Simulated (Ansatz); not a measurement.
**Two states of MnS**

```yaml
crystal:
  lattice:
    - [4.00813, 0.00000, 0.00000]
    - [-2.00407, 3.47115, 0.00000]
    - [0.00000, 0.00000, 6.48398]
  atoms:
    - { symbol: Mn, position: [0.33333, 0.66667, 0.00000] }
    - { symbol: Mn, position: [0.66667, 0.33333, 0.50000] }
    - { symbol: S, position: [0.33333, 0.66667, 0.38500] }
    - { symbol: S, position: [0.66667, 0.33333, 0.88500] }
```

Single point in Ansatz 0.2.0 with r2SCAN. Cutoff 500 eV, PAW datasets, 7×7×4 Γ-centred k mesh, fermi-dirac filling (width 0.1 eV).

State A: Mn1 up, Mn2 down (collinear spin). State B: Mn1 up, Mn2 up (collinear spin).

Compare the two self-consistent states.

State A is lower by 46.4 meV an atom at zero smearing.

```csv
state,free energy (meV/atom),largest moment in a small sphere (μB),net moment (μB/cell),gap on mesh (eV),pressure (GPa),largest force (eV/Å)
A,0.0,4.25,0.00,1.74,-1.8,0.41
B,46.3,4.32,10.00,0.90,-0.1,0.20
```

Origin: a database entry at a rescaled volume. Caveats: an odd or shifted mesh can miss the band edges, so this level's true gap may be smaller.
